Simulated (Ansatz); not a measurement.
A plane-wave DFT run in Ansatz 0.2.0 (scalar-relativistic PAW potentials unless the input names others): input and command.

```yaml
crystal:
  lattice:
    - [0.0, 2.0723794348, 2.0723794348]
    - [2.0620690894, 0.0103103454, 2.0620690894]
    - [2.0620690894, 2.0620690894, 0.0103103454]
  atoms:
    - { symbol: Au, position: [0.0, 0.0, 0.0] }
basis:
  ecutwfc: 500
kpoints:
  mp_grid: { grid: [24, 24, 24], kspacing: 0.3 }
hamiltonian:
  xc: r2scan
scf:
  occupations: { method: gaussian, width: 0.15 }
  max_iter: 75
output:
  forces: true
  eigenvalues: true
  stress: true
```

```bash
ansatz run input.yaml --threads 1 --pin off --max-ram 2560MiB --backend cpu --events-out ev --progress --plain --runs-dir out
```

Task: What is wrong with this input?

Result: The program refuses it, because of a mesh typed together with a spacing (kpoints.mp_grid.kspacing: not typed → 0.3). Without that key it is accepted.

Abridged log:
```
Error: invalid value for `kpoints.mp_grid.kspacing`: mutually exclusive with `grid` — set one or the other
```